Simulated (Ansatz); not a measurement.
According to the program Ansatz at the PBE level (PAW), AlP in the hexagonal phase (P6_222; Al on 3d, P on 3c) relaxes to a = 3.851 Å, c = 8.690 Å. Its formation energy from the elements is -41 kJ/mol of atoms, with no fitted shifts.

It is gapped at this level: 0.95 eV (indirect). The valence maximum lies at Γ and the conduction minimum at M (3 equivalent valleys). Electrons at the band edge weigh 0.15, 0.41, 1.4 mₑ (principal values). The hole mass is 0.15, 7.5, 7.5 mₑ (principal values).

An equation-of-state fit gives a bulk modulus of 90.3 GPa.

The start of the workflow was typed in or built on a structure type; neither database checked (COD, Materials Project) lists it. It is not the phase usual at ambient conditions (space group No. 216). The cell was relaxed with PBE under the symmetry of its start; its stability against distortions is not shown here. The references are the lowest solids computed at this level, not always the standard phases.

Potentials: the later of the program's two PAW sets.
